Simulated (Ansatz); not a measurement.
Recipe of this trial structure of CaPtC4N4: stacked square cyanide-bridged sheets (Cmmm, No. 65). The dimensions are guesses.

Space group Cmmm (No. 65). a = 6.825 Å, b = 7.472 Å, c = 7.472 Å, α = 90.00°, β = 90.00°, γ = 90.00°
```tsv
atom	site	symmetry	x	y	z
Ca	2a	mmm	0.0000	0.0000	0.0000
Pt	2c	mmm	0.5000	0.0000	0.5000
C	8n	m..	0.5000	0.3007	0.8007
N	8n	m..	0.5000	0.1900	0.6900
```

Computed with DFT PBE, scalar-relativistic, plane waves, PAW (Ansatz 0.2.0). Cutoff 420 eV, Gaussian smearing, Γ-centred meshes. Cell and atoms relax first on a coarse mesh and then on a converged one. In between, the cell is made exact in the group found at 0.06 Å. The steps can't lower the symmetry of their start. No spin polarisation.

A guess keeps its type if space group and coordination stay and the shape of the cell changes little (axis ratios within about 15 %, angles within 6°); the volume may change.

**Question.** Does it keep its structure type, or change into something else?

**Answer.** It keeps its type. The symmetry stays Cmmm (No. 65). The volume per atom grows by 29.5 %, from 19.1 to 24.7 Å³. The shortest distance stays 1.17 Å (C–N). Counting neighbours within 15 % of an atom's shortest distance, the start has C 1, Ca 4, N 1, Pt 4 and the end C 1, Ca 4, N 1, Pt 4.

The last run used a 4×4×4 mesh for its 10-atom cell and Gaussian smearing of 0.02 eV. No dispersion correction is applied, so the spacing and binding between layers, chains or molecules are poorly described. These runs have no spin–orbit coupling, which can matter for Pt. A structure relaxed within its symmetry needn't be a true minimum.
